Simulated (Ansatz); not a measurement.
Relaxed AlNi (CsCl type):

```
AlNi
1.0
    2.86315     0.00000     0.00000
    0.00000     2.86315     0.00000
    0.00000     0.00000     2.86315
Al Ni
1 1
Direct
  0.00000   0.00000   0.00000
  0.50000   0.50000   0.50000
```

In this cell atom 2 (Ni, nearest neighbour Al at 2.480 Å; its periodic images, 2.9 Å or more away, move with it) is moved by s along Cartesian [110], unit vector (0.707, 0.707, 0.000); all other atoms and the cell stay fixed.

All values below come from r2SCAN (plane waves to 500 eV, PAW, scalar-relativistic; Ansatz, a program for electronic structure). k mesh 13×13×13 (Γ-centred), Fermi-Dirac smearing 0.05 eV. E stands for the smeared free energy. With partly filled bands, energies and forces of such displacements shift with the k mesh and the smearing. AlNi is run without spin polarisation. AlNi was relaxed with its symmetry unable to fall. ΔE is measured from the undisplaced structure. The last digit holds for this mesh only.

```json
[
 {"s (Å)": "-0.740", "ΔE (meV/cell)": "withheld"},
 {"s (Å)": "-0.592", "ΔE (meV/cell)": "1426.1"},
 {"s (Å)": "-0.444", "ΔE (meV/cell)": "733.2"},
 {"s (Å)": "-0.296", "ΔE (meV/cell)": "302.7"},
 {"s (Å)": "-0.148", "ΔE (meV/cell)": "72.1"},
 {"s (Å)": "0.000", "ΔE (meV/cell)": "0.0"},
 {"s (Å)": "0.148", "ΔE (meV/cell)": "72.1"},
 {"s (Å)": "0.296", "ΔE (meV/cell)": "302.7"},
 {"s (Å)": "0.444", "ΔE (meV/cell)": "733.2"},
 {"s (Å)": "0.592", "ΔE (meV/cell)": "1426.1"},
 {"s (Å)": "0.740", "ΔE (meV/cell)": "withheld"}
]
```

Q: Fit an even polynomial form (powers 2, 4, 6) to the given rows and predict ΔE at s = 0.740.

A: Least squares on the 9 given rows: ΔE = (3235)·s² + (2555)·s⁴ + (-497.6)·s⁶, in meV/cell with s in Å; root-mean-square residual 0.03 meV/cell. At 0.740 the fit gives 2455.9 meV/cell; the calculation gives 2455.7 meV/cell, so the extrapolation is off by 0.2 (+0.0 %). The quadratic term alone would give 1771.5 meV/cell.

(A displaced cell: forces are minus the slopes of the energy, force constants its curvatures, and phonons follow from these.)
